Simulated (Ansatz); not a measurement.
MoW (CsCl type), relaxed with PBE (Ansatz, a quantum-chemistry and plane-wave program, plane waves, PAW): a = b = c = 3.1722 Å, α = β = γ = 90.00°.

```
Item                  Value
--------------------  -----
ΔH_f (eV/atom)        -0.01
B₀ by P(V) fit (GPa)    280
```

The same phase is relaxed and computed with r²SCAN in the same code. What are the cell and these values now?

a = b = c = 3.160 Å, α = β = γ = 90.00°.

- ΔH_f (eV/atom): -0.01
- B₀ by P(V) fit (GPa): 295

Typed or built starts, not in the databases checked: MoW, CsCl type. All cells were relaxed under the symmetry of their starts (and spin orders); stability against distortions was not tested throughout. Rows with no word on spin ran without spin polarisation. Scalar-relativistic: spin–orbit coupling is off unless named, which matters more the heavier the elements.

Potentials: the later of the program's two PAW sets.

Ansatz is a plane-wave DFT program.

Formation energies count from the lowest solids of the elements computed at the same level, not from gases.
